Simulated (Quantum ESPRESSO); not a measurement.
# One change at a time to AgIr2Mg2Ru3

Calculated results; nothing here was measured. They come from Quantum ESPRESSO 7.5, a public plane-wave density functional program. Each row is one single-point run on a made-up periodic cell of eight metal atoms, with elements, volume, strain and displacements drawn at random and not relaxed, so a cell may be unstable or far from any real phase. There is no spin polarisation or spin-orbit coupling.

Settings: PBE unless stated; PseudoDojo standard norm-conserving files; Fermi-Dirac width 0.25 eV, which means electrons at about 2900 K; cutoff 1143 eV; 5 x 5 x 5 k mesh shifted half a step off Gamma. E is the free energy of the whole cell (internal energy minus TS), so a -TS column is already part of it. Stress is positive in tension, and the pressure P is minus a third of its trace.

Checks: one run of this series was repeated at a higher cutoff and on a denser mesh, which moved values by no more than 0.009 eV, 0.07 GPa and 0.009 eV/Å, and a second program with other atomic files agreed on it to 2 % rms in force and 0.5 GPa in pressure. Known limits: heavy elements are run without spin-orbit coupling, which real alloys of them have; a spin test at this wide smearing found no moment, but such smearing suppresses magnetism that the real alloy may have.

The lattice is face-centred cubic, and the cell vectors in Å are (1.986, 3.965, 1.952); (0.026, 4.019, -4.038); (-3.992, 3.981, -0.012), a volume of 127.28 Å³ in run 1. The elements on sites 1 to 8 are Ir Ir Ru Ru Mg Mg Ru Ag. Each later run makes one change to run 1 and keeps the rest. E is counted from run 1, and is n/a where other atomic files have another zero of energy.

| run | change | V (Å³) | P (GPa) | -TS (eV) | rms force (eV/Å) | largest change of a force component (eV/Å) | E (eV) |
|---|---|---|---|---|---|---|---|
| 1 | none | 127.28 | -6.50 | -1.813 | 0.602 | 0.000 | 0.000 |
| 2 | sites 2 and 4 exchanged | 127.28 | -6.49 | -1.823 | 0.605 | 0.195 | -0.042 |
| 3 | all lengths scaled by +0.81 % | 130.39 | -9.85 | -1.871 | 0.562 | 0.111 | ? |
| 4 | Zr on site 6 | 127.28 | -0.60 | -1.704 | 0.732 | 0.838 | n/a |
| 5 | site 3 moved by -0.20 Å along y | 127.28 | -5.72 | -1.753 | 0.584 | 1.130 | 0.042 |

## Worked estimate

Along a uniform scaling dE = -P dV. The mean of the two pressures is -8.175 GPa and the volume changes by 3.11 Å³, with 160.2 GPa to one eV/Å³. The same two rows give -V dP/dV = 139 GPa for this cell with clamped atoms, which is not the bulk modulus of a real alloy.

## Withheld value

Question: what E should run 3 give?

The estimate is 0.159 eV. The calculation gave 0.159 eV.
